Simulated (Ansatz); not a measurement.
## ZrZn, one cell by several methods

```yaml
crystal:
  lattice:
    - [3.33600, -0.03336, -0.03336]
    - [-0.03336, 3.33600, -0.03336]
    - [-0.03336, -0.03336, 3.33600]
  atoms:
    - { symbol: Zr, position: [0.50000, 0.50000, 0.50000] }
    - { symbol: Zn, position: [0.00000, 0.00000, 0.00000] }
```

Atoms are numbered in the order listed.

The conventional cell has a = 4.765 Å, b = 4.765 Å, c = 5.663 Å, α = 90.00°, β = 90.00°, γ = 120.00°. Zr (atom 1) has 8 Zn at 2.83 to 2.91 Å as nearest neighbours. Zn (atom 2) is surrounded by 8 Zr at 2.83 to 2.91 Å.

The geometry is COD entry 1540230, unchecked; take it as a test cell. The listed cell was then made from it by scaling, straining or moving an atom.

Methods: DFT, PBEsol, PAW with Ansatz's default frozen-core files, scalar-relativistic (Ansatz 0.2.0); DFT, PBEsol, all-electron PAW with datasets made for the crystal, scalar-relativistic (Ansatz 0.2.0); DFT, PBEsol, all-electron LAPW, scalar-relativistic (Ansatz 0.2.0).

For PAW: a Γ-centred 10×10×10 k mesh, Fermi–Dirac smearing of 0.08 eV, cutoff 420 eV, no spin polarisation; the PAW files were made with PBE, and the program remakes their frozen cores for this functional. The crystal-made all-electron datasets (AE datasets) take a cutoff of 240 eV at this cell. LAPW targets a basis error of 0.5 meV/atom. The Ansatz runs share mesh, smearing and spin set-up. Plane-wave (PAW) pressures include the program's estimate of the Pulay term.

Stress and pressure are positive in compression.

The change that made this cell: equal xy, yz and zx engineering shear strains of -2 %.

```csv
quantity,PAW,AE datasets,LAPW
pressure (GPa),-4.15,-4.14,-4.14
stress yz (GPa),1.48,1.48,1.48
stress xz (GPa),1.48,1.48,1.48
stress xy (GPa),1.48,1.48,1.48
```
